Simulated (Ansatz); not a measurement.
Relaxed ZnO (wurtzite):

```xyz
4
Lattice="3.2796 0.0000 0.0000 -1.6398 2.8402 0.0000 0.0000 0.0000 5.2933" Properties=species:S:1:pos:R:3 pbc="T T T"
Zn     1.6398     0.9467     0.0114
Zn     0.0000     1.8935     2.6580
O      1.6398     0.9467     3.2980
O      0.0000     1.8935     0.6513
```

Scan: atom 4 (O, nearest neighbour Zn at 1.999 Å; its periodic images, 3.3 Å or more away, move with it) is displaced along Cartesian x, direction (1.000, 0.000, 0.000) in Cartesian axes, by s. The other atoms stay.

Computed with PBE (plane waves to 420 eV, PAW, scalar-relativistic; Ansatz, a program for electronic structure). k mesh 9×9×5 (Γ-centred), Fermi-Dirac smearing 0.05 eV. The energy includes the smearing's −TS. ZnO was relaxed with its symmetry unable to fall. ΔE is measured from the undisplaced structure.

| s (Å) | ΔE (eV/cell) |
|---|---|
| -0.200 | (withheld) |
| -0.160 | 0.0943 |
| -0.120 | (withheld) |
| -0.080 | 0.0230 |
| -0.040 | 0.0057 |
| 0.000 | 0.0000 |
| 0.040 | 0.0057 |
| 0.080 | 0.0230 |
| 0.120 | (withheld) |
| 0.160 | 0.0943 |
| 0.200 | (withheld) |

Some entries are withheld; supply them.


- -0.200, ΔE (eV/cell): 0.1502
- -0.120, ΔE (eV/cell): 0.0522
- 0.120, ΔE (eV/cell): 0.0522
- 0.200, ΔE (eV/cell): 0.1502

(For displaced atoms, the force is minus the slope of the energy, and its curvature is a force constant, which sets phonon frequencies.)
